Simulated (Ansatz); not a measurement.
input.yaml (Ansatz)

```yaml
crystal:
  lattice:
    - [3.9739966252, 0.0, 0.0]
    - [-1.9869983126, 3.441582032, 0.0]
    - [0.0, 0.0, 7.325812898]
  atoms:
    - { symbol: Se, position: [0.0, 0.0, 0.0] }
    - { symbol: Se, position: [0.0, 0.0, 0.5] }
    - { symbol: Se, position: [0.3333333333, 0.6666666667, 0.25] }
    - { symbol: Se, position: [0.6666666667, 0.3333333333, 0.75] }
hamiltonian:
  xc: blyp
  pseudopotentials:
    kind: paw
    azcp:
      Se: "pseudopotentials/Se.paw.azcp"
basis:
  ecutwfc: 420
  fft_grid_basis: typed
kpoints:
  mp_grid: { grid: [12, 12, 6], shift: [0, 0, 0] }
magnetization:
  spin_polarized: false
scf:
  occupations: { method: fermi_dirac, width: 0.1 }
```

Terminal output

```
Engine: ansatz 0.2.0, x86_64-unknown-linux-gnu
Pseudopotentials: kind: paw
Pseudopotential: Se, paw, valence charge 16, recommended cutoff 420 eV (normal) 
Functional definition: BLYP
  parameter beta = 0.0042
  parameter a = 0.04918
  parameter b = 0.132
  parameter c = 0.2533
  parameter d = 0.349
  exchange = b88_x(beta = beta)
  correlation = lyp_c(a = a, b = b, c = c, d = d)
Crystal: 4 atoms, lattice volume = 100.194 Å³
Basis set: ecut = 420 eV, 1969 PW (Γ), exchange–correlation on 54×54×100 points (8 copies of the dense FFT grid, shifted against one another)
Bands: 37, of which v1, the nominal top of the filled ones, is band 32 counted from 1 (31 counted from 0)
Symmetry: 24 space group operations
Space group: P63/mmc (ITA 194), of the structure as read, at distance tolerance 4.6e-5 Å
k-points: 76 of 864
Non-local potential: Se, projectors of the file, l = 0: 2, l = 1: 2, l = 2: 3, l = 3: 1
PAW form: soft (Blöchl's): semilocal exchange-correlation on the pseudo side does not see the compensation charge
PAW frozen core: Se, regenerated for the run's functional, and the local potential with it (the file was generated under x = pbe(κ = 0.804, μ = 0.2195149727645171), c = pbe(β = 0.06672455060314922))
PAW one-centre angular grid: Se, 590 points (default); XC on 64 Gauss nodes
Initial density: superposition of atomic densities (neutral atoms: chi_scale 0, normalization atom), corrected by the library's trained network
Initial wavefunctions: pseudopotential atomic-orbital guess
Functional: x = b88, c = lyp
SCF iter   1: F=—  HF=-21919.175946 eV  |F-HF|=—  |Δ(HF+E_count)|=         —  Δρ=7.14e-3  dr2=4.95e-2  ethr=1.77e-3  ⟨swp⟩=6.1  Hψ=10161  notcnv=0
SCF iter   2: F=—  HF=-21919.154362 eV  |F-HF|=—  |Δ(HF+E_count)|=   2.16e-2  Δρ=1.35e-3  dr2=9.83e-4  ethr=7.74e-5  ⟨swp⟩=2.0  Hψ=4712  notcnv=0
SCF iter   3: F=—  HF=-21919.154892 eV  |F-HF|=—  |Δ(HF+E_count)|=   5.30e-4  Δρ=3.27e-4  dr2=1.32e-4  ethr=1.54e-6  ⟨swp⟩=2.0  Hψ=5265  notcnv=0
SCF iter   4: F=—  HF=-21919.154740 eV  |F-HF|=—  |Δ(HF+E_count)|=   1.51e-4  Δρ=1.64e-4  dr2=2.41e-5  ethr=2.06e-7  ⟨swp⟩=2.0  Hψ=5265  notcnv=0
SCF iter   5: F=—  HF=-21919.154736 eV  |F-HF|=—  |Δ(HF+E_count)|=   4.59e-6  Δρ=4.51e-5  dr2=1.81e-6  ethr=3.77e-8  ⟨swp⟩=2.0  Hψ=3719  notcnv=0
SCF iter   6: F=-21919.154735 eV  HF=-21919.154735 eV  |F-HF|=2.99e-8  |Δ(HF+E_count)|=   8.87e-7  Δρ=6.64e-6  dr2=4.14e-8  ethr=1.56e-10  ⟨swp⟩=1.1  Hψ=9195  notcnv=0
SCF 1 converged in 6 iterations: F = -21919.154735 eV  dr2 = 4.14e-8
SCF converged after 6 iterations
Free energy (F): -21919.154735 eV
Harris-Foulkes:  -21919.154735 eV  (|F-HF|=2.99e-8)
Internal energy: -21919.064933 eV  (E = F + TS)
E sigma→0 (E₀):  -21919.109834 eV
Entropy (-TS):   -0.089802 eV (-22.451 meV/atom)
Fermi energy:    8.473068 eV
--- Per-component energies (eV) ---
  E_band       = -1537.929894
  E_kinetic    = 466.625493
  E_local      = -9397.935373  (includes V_loc(G=0)·N_el)
  E_nonlocal   = -2389.138949
  E_hartree    = 4645.417991
  E_xc         = -407.557248
  E_vxc        = -377.592095  (∫ρ·V_xc dr)
  E_paw        = -7699.597045  (= ΣΔE_a)
  E_vpaw       = 869.297790  (= ΣTr[D̂ρ^β])
  E_aug_tail   = -0.002431  (compensation charges beyond the density's cutoff)
  E_ewald      = -7137.922791
  E_core_change = 1.045421  (= ΣΔE_core)
  E_smearing   = -0.089802  (= −TS)
  E_closure    = 0.000000  (closes the sum)
  Σ components = -21919.154735   (vs F -21919.154735, Δ=0.00e0)
```
